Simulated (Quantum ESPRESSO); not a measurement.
## TiRu6Au (a guest atom moved from site to site)

Simulated, not a measurement. The program is pw.x of Quantum ESPRESSO 7.5 (plane-wave density functional theory). The cell is made up: eight metal atoms on a face-centred cubic lattice, with elements, volume, strain and displacements drawn at random and not relaxed, so it may be unstable or far from any real phase. PseudoDojo standard norm-conserving files set the functional (PBE unless stated); there is no spin polarisation or spin-orbit coupling, the Fermi-Dirac width of 0.25 eV means electrons at about 2900 K, and the masses in the input are unused placeholders. Heavy elements are run without spin-orbit coupling, which real alloys of them have. A spin test at this wide smearing found no moment, but such smearing suppresses magnetism that the real alloy may have.

The runs move one Ti atom among sites that otherwise hold Ru. Cell, positions, cutoff, mesh and smearing stay as in the input of run 1; sites are counted in its order. Stress in the tables is positive in tension.

Input of run 1:

```
&control calculation='scf', pseudo_dir='./dojo.nc.sr.pbe.v0_5.standard.upf', outdir='./o', disk_io='minimal', tprnfor=.true., tstress=.true. /
&system ibrav=0, nat=8, ntyp=3, nbnd=81, ecutwfc=84.00895049, nosym=.true., tot_charge=0,
 occupations='smearing', smearing='fd', degauss=0.0183746611
/
&electrons conv_thr=1.470e-08, electron_maxstep=70, mixing_beta=0.5 /
ATOMIC_SPECIES
Au 1.0 Au.upf
Ru 1.0 Ru.upf
Ti 1.0 Ti.upf
CELL_PARAMETERS angstrom
1.9692 3.9388 1.9928
1.957 -3.9568 2.0407
3.9531 0.03 -4.0603
ATOMIC_POSITIONS angstrom
Ti -0.1009 0.0706 -0.1018
Ru 2.0518 -0.0772 -2.0228
Ru 1.8874 -1.9169 0.1607
Ru 3.7734 -2.0586 -2.1196
Au 1.9903 2.0567 0.1561
Ru 3.8744 1.984 -2.1293
Ru 2.1591 -0.0895 2.1224
Ru 3.9612 -0.0226 0.1257
K_POINTS automatic
5 5 4 1 1 1
```

| run | elements on sites 1 to 8 | free energy less that of run 1 (eV) | -TS (eV) | pressure (GPa) | stress xx (GPa) | stress yy (GPa) | stress zz (GPa) | stress yz (GPa) | stress xz (GPa) | stress xy (GPa) | iterations |
| --- | --- | --- | --- | --- | --- | --- | --- | --- | --- | --- | --- |
| 1 | Ti Ru Ru Ru Au Ru Ru Ru | 0.000 | -2.055 | -10.54 | 8.36 | 8.65 | 14.60 | -1.61 | -1.67 | 1.95 | 19 |
| 2 | Ru Ti Ru Ru Au Ru Ru Ru | -0.062 | -2.026 | -10.08 | 9.35 | 8.69 | 12.20 | -1.34 | -2.17 | 2.11 | 20 |
| 3 | Ru Ru Ti Ru Au Ru Ru Ru | 0.175 | -2.120 | -9.77 | 8.11 | 8.52 | 12.68 | -1.87 | -3.42 | 2.19 | 21 |
| 4 | Ru Ru Ru Ti Au Ru Ru Ru | 0.168 | -2.124 | -9.67 | 9.06 | 7.45 | 12.50 | -1.37 | -1.94 | 2.22 | 20 |
| 5 | Ru Ru Ru Ru Au Ti Ru Ru | 0.070 | -2.108 | -9.52 | 8.67 | 7.34 | 12.55 | -1.49 | -1.36 | 2.23 | 23 |

Forces Fx Fy Fz (eV/Å):

| site | run 1 | run 2 | run 3 | run 4 | run 5 |
| --- | --- | --- | --- | --- | --- |
| 1 | 0.49 0.11 1.35 | 0.23 -0.09 1.92 | 0.40 0.16 1.92 | 0.64 0.15 1.76 | 0.68 -0.07 1.61 |
| 2 | 0.53 0.85 -0.71 | 0.23 0.77 -0.03 | 0.45 0.80 -0.49 | 0.44 0.84 -0.09 | 0.28 0.70 -0.10 |
| 3 | 0.64 -0.28 -0.51 | 0.32 -0.10 -0.16 | 0.59 -0.10 -0.35 | 0.39 0.02 -0.25 | 0.39 0.13 -0.30 |
| 4 | 0.29 0.37 0.93 | 0.52 0.47 0.43 | 0.36 0.49 0.86 | 0.15 0.59 0.59 | 0.36 0.58 0.49 |
| 5 | 0.73 -2.17 -1.26 | 0.76 -2.26 -1.34 | 0.68 -2.45 -1.30 | 0.77 -2.45 -1.32 | 0.67 -2.48 -1.25 |
| 6 | -0.50 -0.01 1.17 | 0.09 0.09 0.44 | -0.05 -0.04 0.85 | -0.32 -0.18 0.58 | -0.34 -0.15 0.64 |
| 7 | -2.26 1.29 -0.32 | -2.36 1.21 -0.57 | -2.56 1.25 -0.59 | -2.25 1.18 -0.56 | -2.09 1.29 -0.56 |
| 8 | 0.08 -0.17 -0.66 | 0.21 -0.09 -0.69 | 0.13 -0.12 -0.90 | 0.19 -0.14 -0.70 | 0.04 0.01 -0.53 |

The sites are displaced and not relaxed, so the energy differences mix bonding between neighbours with strain and are not ordering energies. A rerun of one cell of this series at a higher cutoff and on a denser mesh moved values by no more than 0.007 eV in energy, 0.08 GPa in stress and 0.010 eV/Å in force, and a second program with other atomic files agreed on that cell to 2 % rms in force and 0.5 GPa in pressure.